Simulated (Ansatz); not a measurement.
Al:
```cif
data_Al4
_chemical_formula_sum 'Al4'
_space_group_name_H-M_alt 'Fm-3m'
_space_group_IT_number 225
_space_group_name_Hall '-F 4 2 3'
_cell_length_a 3.97486
_cell_length_b 3.97486
_cell_length_c 3.97486
_cell_angle_alpha 90.000
_cell_angle_beta 90.000
_cell_angle_gamma 90.000
loop_
_atom_site_label
_atom_site_type_symbol
_atom_site_symmetry_multiplicity
_atom_site_Wyckoff_symbol
_atom_site_fract_x
_atom_site_fract_y
_atom_site_fract_z
_atom_site_occupancy
Al1 Al 4 a 0.00000 0.00000 0.00000 1
```
(The calculation used a cell of 1 atom; values per cell refer to that cell.)

Relaxed with DFT-r²SCAN+D4 in the program Ansatz with PAW potentials. Indices refer to the conventional cell of Fm-3m, a = 3.9749 Å, b = 3.9749 Å, c = 3.9749 Å, α = 90.00°, β = 90.00°, γ = 90.00°.

Task: Simulate the powder diffraction pattern (Fe Kα, λ = 1.93735 Å; lines above 1 %) up to 2θ = 90°.

Result: Simulated powder pattern, Fe Kα, λ = 1.93735 Å (kinematic, ideal powder, no thermal factors, no anomalous dispersion; the 30 strongest lines at most, above 1 %, up to 2θ = 90°):

```csv
2θ (°),d (Å),I/Imax (%),hkl
49.93,2.295,100,(111)
58.34,1.987,47,(200)
87.15,1.405,33,(220)
```

Symmetry was held in the r²SCAN+D4 relaxation. The pairwise dispersion correction was not fitted to metals.

Potentials: the earlier of the program's two PAW sets.
